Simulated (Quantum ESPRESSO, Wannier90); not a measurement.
PbSe (Cmcm), plane waves to Wannier functions

```
begin unit_cell_cart
ang
    4.3097500000    0.0000000000    0.0000000000
    0.0000000000    0.0000000000   -4.4504900000
   -2.1548750000    6.1339450000    0.0000000000
end unit_cell_cart
begin atoms_frac
Pb   0.3682400000  0.2500000000 -0.2635200000
Pb  -0.3682400000 -0.2500000000  0.2635200000
Se   0.1387100000  0.2500000000  0.2774200000
Se  -0.1387100000 -0.2500000000 -0.2774200000
end atoms_frac
```

Cell from Materials Project (mp-1063670), symmetrised, no further relaxation. Not found in the COD (Crystallography Open Database) copy used, which has the formula in other groups; not checked further. Level: PBEsol, no spin polarisation, no spin-orbit coupling; pw.x of Quantum ESPRESSO at 69 Ry with PseudoDojo potentials, 6×6×6 k-points, Wannier90. Density: 8×8×8 mesh, Gaussian smearing 0.01 Ry. Spin-orbit coupling is left out although heavy elements are present.

A tight-binding model is made by disentanglement and projection with no localisation steps (num_iter = 0), so the 16 orbitals stay atom-like: hydrogen-like Pb: s;p; Se: s;p, axes along x, y, z; frozen window up to 2.29 eV relative to the valence-band maximum. It follows pw.x to 3.5 meV rms for states up to 1.8 eV relative to the valence-band maximum. Matrix elements depend on this choice of orbitals and windows.

The 30 largest hoppings ⟨m,0|H|n,R⟩ between different sites (one of each Hermitian pair; signs follow the real orbitals' lobes; the list may end inside a set of equal values):

```json
[
 {"m": "Pb2 py", "n": "Se4 py", "R": "0 0 1", "distance of the centres (Å)": "3.08", "t (eV)": "2.228"},
 {"m": "Se3 py", "n": "Pb1 py", "R": "0 0 1", "distance of the centres (Å)": "3.08", "t (eV)": "2.228"},
 {"m": "Pb2 s", "n": "Se4 py", "R": "0 0 1", "distance of the centres (Å)": "2.92", "t (eV)": "1.592"},
 {"m": "Se3 py", "n": "Pb1 s", "R": "0 0 1", "distance of the centres (Å)": "2.92", "t (eV)": "-1.592"},
 {"m": "Pb2 py", "n": "Se4 s", "R": "0 0 1", "distance of the centres (Å)": "2.94", "t (eV)": "-1.404"},
 {"m": "Se3 s", "n": "Pb1 py", "R": "0 0 1", "distance of the centres (Å)": "2.94", "t (eV)": "1.404"},
 {"m": "Se3 px", "n": "Pb2 pz", "R": "0 0 0", "distance of the centres (Å)": "3.10", "t (eV)": "-1.115"},
 {"m": "Se4 px", "n": "Pb1 pz", "R": "0 0 0", "distance of the centres (Å)": "3.10", "t (eV)": "-1.115"},
 {"m": "Pb1 pz", "n": "Se4 px", "R": "0 1 0", "distance of the centres (Å)": "3.10", "t (eV)": "1.115"},
 {"m": "Se3 px", "n": "Pb2 pz", "R": "0 1 0", "distance of the centres (Å)": "3.10", "t (eV)": "1.115"},
 {"m": "Pb1 pz", "n": "Se4 px", "R": "1 0 0", "distance of the centres (Å)": "3.10", "t (eV)": "1.115"},
 {"m": "Se3 px", "n": "Pb2 pz", "R": "1 0 0", "distance of the centres (Å)": "3.10", "t (eV)": "1.115"},
 {"m": "Pb1 pz", "n": "Se4 px", "R": "1 1 0", "distance of the centres (Å)": "3.10", "t (eV)": "-1.115"},
 {"m": "Se3 px", "n": "Pb2 pz", "R": "1 1 0", "distance of the centres (Å)": "3.10", "t (eV)": "-1.115"},
 {"m": "Se3 pz", "n": "Pb2 px", "R": "0 0 0", "distance of the centres (Å)": "3.10", "t (eV)": "-1.103"},
 {"m": "Se4 pz", "n": "Pb1 px", "R": "0 0 0", "distance of the centres (Å)": "3.10", "t (eV)": "-1.103"},
 {"m": "Pb1 px", "n": "Se4 pz", "R": "0 1 0", "distance of the centres (Å)": "3.10", "t (eV)": "1.103"},
 {"m": "Se3 pz", "n": "Pb2 px", "R": "0 1 0", "distance of the centres (Å)": "3.10", "t (eV)": "1.103"},
 {"m": "Pb1 px", "n": "Se4 pz", "R": "1 0 0", "distance of the centres (Å)": "3.10", "t (eV)": "1.103"},
 {"m": "Se3 pz", "n": "Pb2 px", "R": "1 0 0", "distance of the centres (Å)": "3.10", "t (eV)": "1.103"},
 {"m": "Pb1 px", "n": "Se4 pz", "R": "1 1 0", "distance of the centres (Å)": "3.10", "t (eV)": "-1.103"},
 {"m": "Se3 pz", "n": "Pb2 px", "R": "1 1 0", "distance of the centres (Å)": "3.10", "t (eV)": "-1.103"},
 {"m": "Pb2 s", "n": "Se4 s", "R": "0 0 1", "distance of the centres (Å)": "2.78", "t (eV)": "-0.776"},
 {"m": "Se3 s", "n": "Pb1 s", "R": "0 0 1", "distance of the centres (Å)": "2.78", "t (eV)": "-0.776"},
 {"m": "Se3 pz", "n": "Pb2 s", "R": "0 0 0", "distance of the centres (Å)": "3.10", "t (eV)": "-0.772"},
 {"m": "Se4 pz", "n": "Pb1 s", "R": "0 0 0", "distance of the centres (Å)": "3.10", "t (eV)": "0.772"},
 {"m": "Pb1 s", "n": "Se4 pz", "R": "0 1 0", "distance of the centres (Å)": "3.10", "t (eV)": "-0.772"},
 {"m": "Se3 pz", "n": "Pb2 s", "R": "0 1 0", "distance of the centres (Å)": "3.10", "t (eV)": "0.772"},
 {"m": "Pb1 s", "n": "Se4 pz", "R": "1 0 0", "distance of the centres (Å)": "3.10", "t (eV)": "0.772"},
 {"m": "Se3 pz", "n": "Pb2 s", "R": "1 0 0", "distance of the centres (Å)": "3.10", "t (eV)": "-0.772"}
]
```
